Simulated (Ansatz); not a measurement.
Consider the following.

ZrPbO3:
```
ZrPbO3
1.0
    4.10848     0.00000     0.00000
    0.00000     4.10848     0.00000
    0.00000     0.00000     4.10848
Zr Pb O
1 1 3
Direct
  0.00000   0.00000   0.00000
  0.50000   0.50000   0.50000
  0.50000   0.00000   0.00000
  0.00000   0.50000   0.00000
  0.00000   0.00000   0.50000
```

This is the LDA-relaxed structure.

### Question
All from LDA (plane waves, PAW; program Ansatz), unless another level is named. Give the band gap.

### Answer
2.36 eV (direct).

### Question
And the electron effective mass?

### Answer
0.18, 0.33, 0.33 mₑ (principal values).

### Question
And the formation energy from the elements (no fitted shifts)?

### Answer
-2.53 eV/atom.

### Question
Give the valence-band maximum.

### Answer
at X.

### Question
What about the weight of the conduction-edge state by species (Voronoi cells)?

### Answer
Pb 53 %, O 45 %.

### Question
Give the weight of the valence-edge state by species (Voronoi cells).

### Answer
O 81 %, Pb 18 %.

Space group Pm-3m (cubic perovskite). The workflow started from a Materials Project entry (that database holds measured and hypothetical structures alike); the Crystallography Open Database copy checked does not list it. COD files the formula under space group No. 38, 55, so this cell is another polymorph or a model. Its standing as an ambient phase is unchecked. The LDA relaxation kept the symmetry of its start. At this level the phase is dynamically unstable (imaginary phonons). The run is not spin-polarised. The references are the lowest solids computed at this level, not always the standard phases (solids in place of the gases). Spin–orbit coupling is left out wherever it is not named.

Potentials: the later of the program's two PAW sets.
